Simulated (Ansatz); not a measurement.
TiGeO in space group P4/nmm (No. 129; Ti on 2c, Ge on 2a, O on 2c), PBEsol (plane waves, PAW; program Ansatz), all energies at zero smearing, with the estimated change up to a 700 eV cutoff added, with one set of potentials and settings (totals compare only within such a set). Cell of 6 atoms (2 Ti, 2 Ge, 2 O): -14579.572 eV.

```
element                            reference phase  E (eV/atom)
-------  -----------------------------------------  -----------
Ti                     P6/mmm, 3 atoms in the cell   -2473.9163
Ge                      Fd-3m, 2 atoms in the cell   -4253.5039
O        C2/m, 4 atoms in the cell, spin-polarised    -558.3609
```

Formation energy per atom, worked out: (-14579.572 − 2×(-2473.9163) − 2×(-4253.5039) − 2×(-558.3609))/6 = -1.335 eV/atom (-129 kJ per mol of atoms), at 0 K, without zero-point energy or fitted corrections.

The start of the workflow was typed in or built on a structure type; neither database checked (COD, Materials Project) lists it. Whether it is the stable phase at ambient conditions was not checked. Symmetry was held in the PBEsol relaxation; whether a distortion lowers the energy is not shown. The workflow began spin-polarised and lost its moments. The volume moved by -19 % from the start of the relaxation. The references are the lowest solids computed at this level, not always the standard phases (solids in place of the gases).

Potentials: the earlier of the program's two PAW sets. The files were generated under PBE; for other functionals the program regenerates the frozen cores, and for LDA and PBEsol the local potential too.
